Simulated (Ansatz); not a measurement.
TiNi:
```
TiNi
1.0
    4.17009     0.00000     0.00000
    0.00000     2.64043     0.00000
    0.00000     0.00000     4.55168
Ti Ni
2 2
Direct
  0.25000   0.50000   0.71386
  0.75000   0.50000   0.28614
  0.25000   0.00000   0.18104
  0.75000   0.00000   0.81896
```

Relaxed with LDA. Special points in fractions of this cell's reciprocal vectors: Γ (0.000, 0.000, 0.000); X (0.500, 0.000, 0.000); S (0.500, 0.500, 0.000); Y (0.000, 0.500, 0.000); Z (0.000, 0.000, 0.500); U (0.500, 0.000, 0.500); R (0.500, 0.500, 0.500); T (0.000, 0.500, 0.500).

Problem. List the band energies nearest the Fermi level at these points for LDA in the plane-wave PAW code Ansatz.

Solution. In eV from the Fermi level; about four levels below and three above (degenerate sets whole), none deeper than 8.9 eV; points with the same levels are listed once.

| k | below | above |
|---|---|---|
| Γ | -1.62 -1.53 -0.55 -0.11 | 0.13 0.34 0.84 |
| X | -1.56 -1.56 -0.74 -0.74 | 0.56 0.56 0.86 0.86 |
| S | -0.55 -0.55 -0.07 -0.07 | 1.14 1.14 3.06 3.06 |
| Y | -1.99 -1.33 -1.14 -1.05 | 0.22 0.60 0.62 |
| Z | -1.53 -1.05 -0.26 -0.09 | 0.20 0.32 1.20 |
| U | -1.34 -1.34 -0.57 -0.57 | 1.06 1.06 2.06 2.06 |
| R | -1.45 -1.45 -0.29 -0.29 | 0.74 0.74 1.14 1.14 |
| T | -0.75 -0.45 -0.11 -0.07 | 0.53 0.73 2.55 |

Space group Pmma. The workflow started from a Materials Project entry (that database holds measured and hypothetical structures alike); the Crystallography Open Database copy checked does not list it. COD files the formula under space group No. 11, 147. Whether it is the stable phase at ambient conditions was not checked. The cell was relaxed with LDA under the symmetry of its start; its stability against distortions is not shown here. The run is not spin-polarised.

Potentials: the later of the program's two PAW sets.
